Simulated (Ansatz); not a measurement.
# KC₃: from a guess to a relaxed structure

The calculation used DFT PBE, scalar-relativistic, plane waves, PAW in Ansatz. Cutoff 420 eV, Gaussian smearing, Γ-centred meshes. Cell and atoms relax first on a coarse mesh and then on a finer one. In between, the cell is made exact in the group found at 0.06 Å. In metals the finer mesh still leaves noise of several meV/atom or more. The steps can't lower the symmetry of their start. No spin polarisation in the relaxation; trial moments died out in a coarse test.

A trial structure of KC₃ was built thus: K between graphite sheets, stage 1 (P1, No. 1) (host C; sites filled 2 of 3). Its size is a rough estimate.

```yaml
crystal:
  lattice:
    - [4.25395, 0.00000, 0.00000]
    - [2.12697, 3.68403, 0.00000]
    - [1.41798, 0.00000, 4.69043]
  atoms:
    - { symbol: K, position: [0.72222, 0.22222, 0.50000] }
    - { symbol: K, position: [0.05556, 0.55556, 0.50000] }
    - { symbol: C, position: [0.00000, 0.66667, 0.00000] }
    - { symbol: C, position: [0.33333, 0.00000, 0.00000] }
    - { symbol: C, position: [0.66667, 0.33333, 0.00000] }
    - { symbol: C, position: [0.66667, 0.00000, 0.00000] }
    - { symbol: C, position: [0.00000, 0.33333, 0.00000] }
    - { symbol: C, position: [0.33333, 0.66667, 0.00000] }
```

The zero of energy is the elements' standard structures at the same level; no fitted shifts are applied.

Task: What does it relax into?

Result: The symmetry goes from P1 (No. 1) to C2/m (No. 12). At a tolerance of 0.15 Å it has R-3m, and so small a departure can be an unfinished slide or mesh noise. The volume per atom grows by 108.1 %, from 9.2 to 19.1 Å³. The shortest distance goes from 1.42 Å (C–C) to 1.44 Å (C–C). The energy falls by about 0.64 eV/atom (the start's value is from the coarse mesh). The end is written in a standard setting, so origin, axes and order of atoms can differ from the start's. Conventional cell: a = 7.478 Å, b = 4.318 Å, c = 9.780 Å, β = 104.3°. Around K lie 6 C at 3.16–3.17 Å; C on a site of symmetry 1 has 3 C at 1.44 Å, 6 C at 2.49 Å, 3 C at 2.88 Å and 2 K at 3.16–3.17 Å; C on a site of symmetry 2 has 3 C at 1.44 Å, 6 C at 2.49 Å, 3 C at 2.88 Å and 2 K at 3.17 Å.

```yaml
crystal:
  lattice:
    - [3.73886, -2.15898, 0.00000]
    - [3.73886, 2.15898, 0.00000]
    - [-2.42069, 0.00000, 9.47591]
  atoms:
    - { symbol: K, position: [0.73498, 0.73498, 0.20246] }
    - { symbol: K, position: [0.26502, 0.26502, 0.79754] }
    - { symbol: C, position: [0.49999, 0.16664, 0.49996] }
    - { symbol: C, position: [0.16664, 0.83336, 0.50000] }
    - { symbol: C, position: [0.83336, 0.50001, 0.50004] }
    - { symbol: C, position: [0.50001, 0.83336, 0.50004] }
    - { symbol: C, position: [0.16664, 0.49999, 0.49996] }
    - { symbol: C, position: [0.83336, 0.16664, 0.50000] }
```

Task: How does it come out in energy, and is it a metal?

Result:

| Property | Result |
| --- | --- |
| Energy over the elements | −0.02 eV/atom |
| Gap on the 10×10×4 mesh of the 8-atom cell | 0 eV (a metal) |

The formation energy is too near zero to say whether this cell lies below the elements.

The last run used Gaussian smearing of 0.10 eV. The k mesh leaves some 4 meV/atom of noise in the energy of each metallic cell. The reference form of C is held partly by dispersion forces, which this level lacks. Symmetry constrained the relaxation, so the result can be a saddle point.
